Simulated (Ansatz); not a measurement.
Run on bcc W (100), 6 layers: DFT, LDA, PAW with Ansatz's default frozen-core files, scalar-relativistic (Ansatz 0.2.0). This run: no images along the normal.

The slab is cut from a bulk crystal relaxed on PAW files (its atoms may have been relaxed since).

Command: `ansatz run input.yaml --threads 2 --pin off --max-ram 4096MiB --backend cpu --events-out ev --progress --plain --runs-dir out` It took 12 s on 2 threads of Intel(R) Xeon(R) 6975P-C (Granite Rapids), with other jobs on the host, peak memory 0.81 GiB.

```yaml
crystal:
  lattice:
    - [3.1348320013, 0.0, 0.0]
    - [0.0, 3.1348320013, 0.0]
    - [0.0, 0.0, 23.8371]
  atoms:
    - { symbol: W, position: [0.25, 0.25, 0.3422583402] }
    - { symbol: W, position: [0.75, 0.75, 0.4001772363] }
    - { symbol: W, position: [0.25, 0.25, 0.4680108095] }
    - { symbol: W, position: [0.75, 0.75, 0.5319891948] }
    - { symbol: W, position: [0.25, 0.25, 0.5998227613] }
    - { symbol: W, position: [0.75, 0.75, 0.657741658] }
  periodic: [true, true, false]
kpoints:
  mp_grid: { grid: [13, 13, 1] }
scf:
  occupations: { method: fermi_dirac, width: 0.08 }
hamiltonian:
  xc: lda
  pseudopotentials: { kind: paw }
output:
  forces: true
  stress: true
  eigenvalues: true
  write_density: true
  write_potential: true
  elf: true
  volumetric_format: npy
```

Output:

```
Warning: crystal.periodic: the lattice vector that does not repeat stood 0.000° off the slab's normal, 23.837 Å along it as the deck builds it. The run solves the slab on a vector along the normal, 38.840 Å long, with every atom where it was (on the deck's vector they left 16.32 Å outside them, and the widest stretch free of ions among them is 1.62 Å). A fractional position that the run reports is one of the run's cell, which starts as this one, and not of the deck's: it goes into a deck with that cell's vectors. The slab on that cell runs as it stands in a deck that lists each atom with its symbol and moment, types crystal.periodic and leaves out crystal.checkpoint, crystal.saddle_side, crystal.structure_sha256, crystal.space_group, crystal.setting, crystal.reduce_to_primitive, crystal.supercell, crystal.defects and each atom's wyckoff. Where those keys changed the vectors of the plane, lay the indices of each lattice_plane and lattice_line anew on these rows. Along the normal they count this vector already. An outside_sphere can name other atoms there (type this run's as sites). In the order of the run's atom list the slab is: crystal.lattice: [[3.1348320013, 0.0, 0.0], [0.0, 3.1348320013, 0.0], [0.0, 0.0, 38.84041478946076]]; position: [0.25, 0.25, 0.21005044167023657]; position: [0.75, 0.75, 0.24559636788418465]; position: [0.25, 0.25, 0.2872271196794635]; position: [0.75, 0.75, 0.3264918694639702]; position: [0.25, 0.25, 0.3681226171473319]; position: [0.75, 0.75, 0.40366854372951133];
crystal.periodic: the lattice vector that does not repeat stood 0.000° off the slab's normal, 23.837 Å along it as the deck builds it. The run solves the slab on a vector along the normal, 38.840 Å long, with every atom where it was (on the deck's vector they left 16.32 Å outside them, and the widest stretch free of ions among them is 1.62 Å). A fractional position that the run reports is one of the run's cell, which starts as this one, and not of the deck's: it goes into a deck with that cell's vectors. The slab on that cell runs as it stands in a deck that lists each atom with its symbol and moment, types crystal.periodic and leaves out crystal.checkpoint, crystal.saddle_side, crystal.structure_sha256, crystal.space_group, crystal.setting, crystal.reduce_to_primitive, crystal.supercell, crystal.defects and each atom's wyckoff. Where those keys changed the vectors of the plane, lay the indices of each lattice_plane and lattice_line anew on these rows. Along the normal they count this vector already. An outside_sphere can name other atoms there (type this run's as sites). In the order of the run's atom list the slab is: crystal.lattice: [[3.1348320013, 0.0, 0.0], [0.0, 3.1348320013, 0.0], [0.0, 0.0, 38.84041478946076]]; position: [0.25, 0.25, 0.21005044167023657]; position: [0.75, 0.75, 0.24559636788418465]; position: [0.25, 0.25, 0.2872271196794635]; position: [0.75, 0.75, 0.3264918694639702]; position: [0.25, 0.25, 0.3681226171473319]; position: [0.75, 0.75, 0.40366854372951133];
Engine: ansatz 0.2.0
Pseudopotentials: kind: paw
Pseudopotential: W, paw, valence charge 14, recommended cutoff 420 eV (normal), W.paw.azcp
Functional definition: SPW92
  exchange = slater_x
  correlation = pw_c
Crystal: 6 atoms, lattice volume = 381.691 Å³
Basis set: ecut = 420 eV, 7521 PW (Γ)
Bands: 51, of which v1, the nominal top of the filled ones, is band 42 counted from 1 (41 counted from 0)
Symmetry: 16 space group operations
Space group: P4/nmm (ITA 129), of the structure as read, at distance tolerance 7.3e-5 Å
k-points: 28 of 169
Non-local potential: W, projectors of the file, l = 0: 3, l = 1: 2, l = 2: 2, l = 3: 1
PAW form: soft (Blöchl's): semilocal exchange-correlation on the pseudo side does not see the compensation charge
PAW frozen core: W, regenerated for the run's functional, and the local potential with it (the file was generated under x = pbe(κ = 0.804, μ = 0.2195149727645171), c = pbe(β = 0.06672455060314922))
PAW one-centre angular grid: W, 590 points (default); XC on 64 Gauss nodes
Initial density: superposition of atomic densities (neutral atoms: chi_scale 0, normalization atom), corrected by the library's trained network
Initial wavefunctions: pseudopotential atomic-orbital guess
Functional: x = slater, c = lda
SCF iter   1: F=—  HF=-60773.819420 eV  |F-HF|=—  |Δ(HF+E_count)|=         —  Δρ=6.86e-3  dr2=2.05e0  ethr=1.77e-3  ⟨swp⟩=13.2  Hψ=9105  notcnv=0
preconditioner: auto → LDOS  [metal: Δε(μ)=0.022 eV  Ē_g=4.756 eV  σ=0.080 eV  W_gap=0.07  n_scr=62 (ndim 8)  ℏωp=11.4 eV  f_vac=0.700  D(μ)=5.61/eV (n_scr^D=20)  β→1.0]
SCF iter   2: F=—  HF=-60773.723912 eV  |F-HF|=—  |Δ(HF+E_count)|=   9.55e-2  Δρ=3.57e-3  dr2=2.24e-1  ethr=1.77e-3  ⟨swp⟩=3.5  Hψ=2495  notcnv=0  defer=1
SCF iter   3: F=—  HF=-60773.713498 eV  |F-HF|=—  |Δ(HF+E_count)|=   1.04e-2  Δρ=1.40e-3  dr2=4.01e-2  ethr=2.67e-4  ⟨swp⟩=3.4  Hψ=2878  notcnv=0  defer=2
SCF iter   4: F=—  HF=-60773.711161 eV  |F-HF|=—  |Δ(HF+E_count)|=   2.34e-3  Δρ=3.30e-4  dr2=8.71e-4  ethr=4.78e-5  ⟨swp⟩=3.3  Hψ=2565  notcnv=0  defer=2
SCF iter   5: F=—  HF=-60773.711193 eV  |F-HF|=—  |Δ(HF+E_count)|=   3.19e-5  Δρ=1.49e-4  dr2=1.11e-4  ethr=1.04e-6  ⟨swp⟩=4.3  Hψ=3468  notcnv=0  defer=2
SCF iter   6: F=—  HF=-60773.711209 eV  |F-HF|=—  |Δ(HF+E_count)|=   1.60e-5  Δρ=4.18e-5  dr2=8.13e-6  ethr=1.32e-7  ⟨swp⟩=3.8  Hψ=3290  notcnv=0  defer=2
SCF iter   7: F=—  HF=-60773.711328 eV  |F-HF|=—  |Δ(HF+E_count)|=   1.20e-4  Δρ=1.27e-5  dr2=7.26e-7  ethr=9.68e-9  ⟨swp⟩=3.9  Hψ=3329  notcnv=0  defer=2
SCF iter   8: F=-60773.711330 eV  HF=-60773.711329 eV  |F-HF|=1.36e-7  |Δ(HF+E_count)|=   9.85e-7  Δρ=3.24e-6  dr2=4.13e-8  ethr=1.19e-10  ⟨swp⟩=26.5  Hψ=18155  notcnv=0
SCF 1 converged in 8 iterations: F = -60773.711330 eV  dr2 = 4.13e-8
  greatest PAW one-centre occupation: 1.000 electrons in one spin orbital (limit 2), on the W atom at site 3 (counted from 0), in its partial waves of l = 0
[... lines left out ...]
  E_kinetic    = 2705.517917
  E_local      = -436518.897491  (includes V_loc(G=0)·N_el)
  E_nonlocal   = 45.662714
  E_hartree    = 216625.213246
  E_xc         = -1587.324042
  E_vxc        = -1429.935727  (∫ρ·V_xc dr)
  E_paw        = -49859.675950  (= ΣΔE_a)
  E_vpaw       = -782.763317  (= ΣTr[D̂ρ^β])
  E_aug_tail   = -0.000377  (compensation charges beyond the density's cutoff)
  E_ewald      = 207814.214853
  E_core_change = 1.698918  (= ΣΔE_core)
  E_smearing   = -0.121116  (= −TS)
  E_closure    = -0.000000  (closes the sum)
  Σ components = -60773.711330   (vs F -60773.711330, Δ=0.00e0)
--- Forces (eV/Å), atoms counted from 1 ---
  atom   1  W      0.00000000     0.00000000    -0.00049652
  atom   2  W      0.00000000     0.00000000     0.00312087
  atom   3  W     -0.00000000    -0.00000000    -0.00415770
  atom   4  W     -0.00000000    -0.00000000     0.00415770
  atom   5  W      0.00000000     0.00000000    -0.00312087
  atom   6  W      0.00000000     0.00000000     0.00049652
  max |Σ_I F_I| component: 6.16e-23 eV/Å
--- 2D stress c σ (N/m, compression-positive) ---
       -5.933822       0.000000       0.000000
        0.000000      -5.933822       0.000000
        0.000000       0.000000       0.000000
  P = ½ c Tr σ = -5.9338 N/m
--- Band table (eV; the first three rows and the last of 28) ---
  k-point 0: bands = ["-78.2516", "-78.1752", "-78.1267", "-78.0570", "-77.9296", "-77.9264", "-42.7982", "-42.7727", "-42.7727", "-42.6906", "-42.6428", "-42.6428", "-42.6303", "-42.4333", "-42.4245", "-42.4245", "-42.0557", "-42.0499", "-42.0499", "-41.8550", "-41.7807", "-41.7807", "-41.7363", "-41.7363", "-13.4726", "-12.0544", "-10.1721", "-10.1600", "-9.8647", "-9.5058", "-8.7457", "-8.5360", "-8.1043", "-5.7133", "-5.5329", "-5.5329", "-5.4768", "-5.2479", "-5.2479", "-4.9562", "-4.6839", "-4.6839", "-4.6804", "-4.6617", "-3.8361", "-3.8361", "-3.7206", "-3.6360", "-2.3129", "-2.1371", "-2.1371"]
  k-point 1: bands = ["-78.2476", "-78.1716", "-78.1242", "-78.0581", "-77.9322", "-77.9294", "-42.8411", "-42.8058", "-42.7579", "-42.6983", "-42.6754", "-42.6301", "-42.5718", "-42.5369", "-42.4176", "-42.2996", "-42.1641", "-42.0543", "-41.9424", "-41.8949", "-41.7917", "-41.7583", "-41.7578", "-41.7499", "-13.3306", "-11.9415", "-10.1025", "-10.0671", "-9.7755", "-9.4229", "-8.6742", "-8.5681", "-8.0256", "-6.0195", "-5.8497", "-5.7008", "-5.6312", "-5.4179", "-5.0084", "-4.9040", "-4.8564", "-4.7777", "-4.4882", "-4.3563", "-4.1833", "-3.6193", "-3.5072", "-3.0390", "-2.5556", "-2.3577", "-2.3023"]
  k-point 2: bands = ["-78.2359", "-78.1613", "-78.1169", "-78.0614", "-77.9401", "-77.9381", "-42.9326", "-42.8690", "-42.7842", "-42.7146", "-42.6865", "-42.5929", "-42.5602", "-42.5406", "-42.3976", "-42.2351", "-42.1930", "-42.0674", "-41.9491", "-41.8541", "-41.8241", "-41.8122", "-41.7898", "-41.7410", "-12.9190", "-11.6292", "-9.9914", "-9.8039", "-9.4888", "-9.2553", "-8.7950", "-8.4000", "-7.5944", "-6.3713", "-6.2390", "-6.1988", "-5.8458", "-5.8067", "-5.2614", "-5.1679", "-4.9204", "-4.3388", "-4.3011", "-4.2092", "-3.9016", "-3.4024", "-3.2239", "-2.7358", "-2.6979", "-2.4258", "-2.3556"]
  k-point 27: bands = ["-78.1279", "-78.1256", "-78.0468", "-78.0467", "-77.9985", "-77.9985", "-43.1971", "-43.1868", "-43.0344", "-43.0318", "-42.7634", "-42.7242", "-42.5328", "-42.4958", "-42.3569", "-42.3228", "-42.2629", "-42.2621", "-42.1965", "-42.1471", "-41.8369", "-41.8345", "-41.7639", "-41.7541", "-10.1522", "-10.1056", "-8.7387", "-8.7154", "-7.9042", "-7.8336", "-7.7560", "-7.5953", "-7.2117", "-6.9247", "-6.9189", "-6.8233", "-6.3544", "-6.2892", "-5.0718", "-4.9959", "-2.7814", "-2.6558", "-2.5944", "-2.4193", "-2.3980", "-2.1284", "-1.8455", "-1.7491", "-1.2357", "-1.2179", "-1.0625"]
```

Next run (core holes in 4f of W), as changes to the input before:

```diff
-  periodic: [true, true, false]
 kpoints:
   eigenvalues: true
-  write_density: true
-  write_potential: true
-  elf: true
-  volumetric_format: npy
+  core_levels: { shells: { W: ["4f"] }, counted_from: fermi_level, add_spin: false }
```

Results part of the output:

```
SCF 1 converged in 8 iterations: F = -60773.711312 eV  dr2 = 3.31e-8
  greatest PAW one-centre occupation: 1.000 electrons in one spin orbital (limit 2), on the W atom at site 3 (counted from 0), in its partial waves of l = 0
── core hole 1/3: 4f of W 0 ──
── 4f of W 0: 31.791 eV over the cell without the hole, in 10 iterations ──
── core hole 2/3: 4f of W 1 ──
── 4f of W 1: 32.174 eV over the cell without the hole, in 10 iterations ──
── core hole 3/3: 4f of W 2 ──
── 4f of W 2: 32.145 eV over the cell without the hole, in 10 iterations ──
SCF converged after 8 iterations
Free energy (F): -60773.711312 eV
Harris-Foulkes:  -60773.711312 eV  (|F-HF|=4.70e-8)
Internal energy: -60773.590196 eV  (E = F + TS)
E sigma→0 (E₀):  -60773.650754 eV
Entropy (-TS):   -0.121116 eV (-20.186 meV/atom)
Fermi energy:    6.387245 eV
[... lines left out ...]
        0.000000       0.000000      -0.002117
  P = ⅓ Tr σ = -1.6603 GPa (-16.603 kbar)
--- Band table (eV; the first three rows and the last of 28) ---
  k-point 0: bands = ["-67.4224", "-67.3460", "-67.2974", "-67.2278", "-67.1003", "-67.0972", "-31.9689", "-31.9434", "-31.9434", "-31.8613", "-31.8135", "-31.8135", "-31.8011", "-31.6041", "-31.5952", "-31.5952", "-31.2264", "-31.2206", "-31.2206", "-31.0257", "-30.9514", "-30.9514", "-30.9070", "-30.9070", "-2.6433", "-1.2251", "0.6571", "0.6693", "0.9646", "1.3235", "2.0836", "2.2933", "2.7250", "5.1159", "5.2964", "5.2964", "5.3524", "5.5814", "5.5814", "5.8731", "6.1454", "6.1454", "6.1490", "6.1676", "6.9931", "6.9931", "7.1087", "7.1933", "8.5164", "8.6921", "8.6921"]
  k-point 1: bands = ["-67.4183", "-67.3424", "-67.2949", "-67.2289", "-67.1030", "-67.1001", "-32.0118", "-31.9765", "-31.9286", "-31.8691", "-31.8461", "-31.8008", "-31.7425", "-31.7077", "-31.5883", "-31.4703", "-31.3348", "-31.2250", "-31.1132", "-31.0657", "-30.9624", "-30.9290", "-30.9285", "-30.9206", "-2.5013", "-1.1122", "0.7268", "0.7622", "1.0538", "1.4064", "2.1551", "2.2612", "2.8037", "4.8098", "4.9796", "5.1285", "5.1981", "5.4114", "5.8209", "5.9253", "5.9729", "6.0515", "6.3411", "6.4730", "6.6460", "7.2100", "7.3221", "7.7903", "8.2737", "8.4716", "8.5270"]
  k-point 2: bands = ["-67.4066", "-67.3320", "-67.2876", "-67.2321", "-67.1109", "-67.1088", "-32.1033", "-32.0397", "-31.9549", "-31.8853", "-31.8573", "-31.7636", "-31.7309", "-31.7113", "-31.5683", "-31.4058", "-31.3637", "-31.2382", "-31.1198", "-31.0249", "-30.9949", "-30.9829", "-30.9605", "-30.9117", "-2.0898", "-0.7999", "0.8379", "1.0254", "1.3405", "1.5740", "2.0343", "2.4293", "3.2349", "4.4580", "4.5903", "4.6305", "4.9834", "5.0226", "5.5679", "5.6614", "5.9089", "6.4905", "6.5282", "6.6201", "6.9277", "7.4269", "7.6054", "8.0935", "8.1314", "8.4035", "8.4737"]
  k-point 27: bands = ["-67.2987", "-67.2964", "-67.2175", "-67.2174", "-67.1693", "-67.1693", "-32.3679", "-32.3575", "-32.2051", "-32.2025", "-31.9341", "-31.8949", "-31.7035", "-31.6665", "-31.5276", "-31.4935", "-31.4336", "-31.4329", "-31.3672", "-31.3178", "-31.0076", "-31.0052", "-30.9346", "-30.9248", "0.6771", "0.7236", "2.0906", "2.1138", "2.9251", "2.9957", "3.0733", "3.2339", "3.6176", "3.9046", "3.9104", "4.0060", "4.4749", "4.5401", "5.7575", "5.8334", "8.0479", "8.1735", "8.2349", "8.4100", "8.4313", "8.7009", "8.9838", "9.0802", "9.5936", "9.6114", "9.7668"]
--- Core levels from the Fermi level (as output.core_levels.counted_from types it; a hole's nearest image at 3.1 Å) ---
  the holes have no spin, as output.core_levels.add_spin types it
  atom         alike  shell      binding/eV   shift/eV difference/eV images/eV   SCF
  W 0              2     4f          31.791     +0.000        31.791         –    10
  W 1              2     4f          32.174     +0.384        32.174         –    10
  W 2              2     4f          32.145     +0.355        32.145         –    10
  the dataset of W with a 4f hole: scattering error 0.074 eV; outside its bounds: its channels together can move a line by 0.076 eV; free atom: scalar-relativistic, large and small components
  the two lines of W's 4f: 4f5/2 +1.218 eV and 4f7/2 -0.914 eV off its levels, 3 : 4 in strength
```

Spin–orbit coupling is left out, which matters for the heavy atoms. The PAW files were made under PBE.
